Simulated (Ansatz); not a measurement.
## ZnPt: pressure against volume

ZnPt, P4/mmm, a = 2.855 Å, c = 3.471 Å. The structure is a COD entry; whether it is the stable form wasn't checked. Ansatz: r2SCAN, PAW, 500 eV, Γ-centred 14×14×12 mesh on 2 atoms, Gaussian smearing 0.10 eV; no spin polarisation. Shape and atoms are relaxed at each volume; pressure is positive in compression.

| V (Å³/atom) | P (GPa) |
| --- | --- |
| 12.447 | ? |
| 12.871 | 23.56 |
| 13.296 | 14.22 |
| 13.720 | 6.46 |
| 14.144 | -0.01 |
| 14.569 | -5.39 |
| 14.993 | -9.82 |
| 15.559 | -14.61 |

Problem. Take V0 = 14.144 Å³/atom, count pressures from its P0 = -0.01 GPa, fit the third-order Birch–Murnaghan form to the other rows, and predict the missing pressure.

Solution. With the Eulerian strain f = ½[(V0/V)^(2/3) − 1] and y = (P − P0)/[3f(1 + 2f)^(5/2)], the form is the line y = B0 + 1.5 B0 (B0′ − 4) f. Rows (f, y): 0.03245, 206.9; 0.02104, 203.4; 0.01025, 200.0; -0.00977, 192.8; -0.01906, 189.1; -0.03079, 185.3. Means f = 0.0006867, y = 196.25; Σ(Δf)² = 0.003005, ΣΔfΔy = 1.042; the slope is their ratio. y = 196.0 + 346.7 f GPa, so B0 = 196.0 GPa and B0′ = 4 + 2 × (346.7)/(3 × 196.0) = 5.18. At V = 12.447, f = 0.04447, y = 211.42 and P = 34.89 GPa. The run gave 34.76 GPa, so the fit is 0.13 GPa too high, a small miss on the scale of the series.

Spin–orbit coupling is left out, which can shift energies with elements as heavy as these.

Cost: 8 runs of about 11 core-minutes in all, on Arm Neoverse V1 (shared hosts).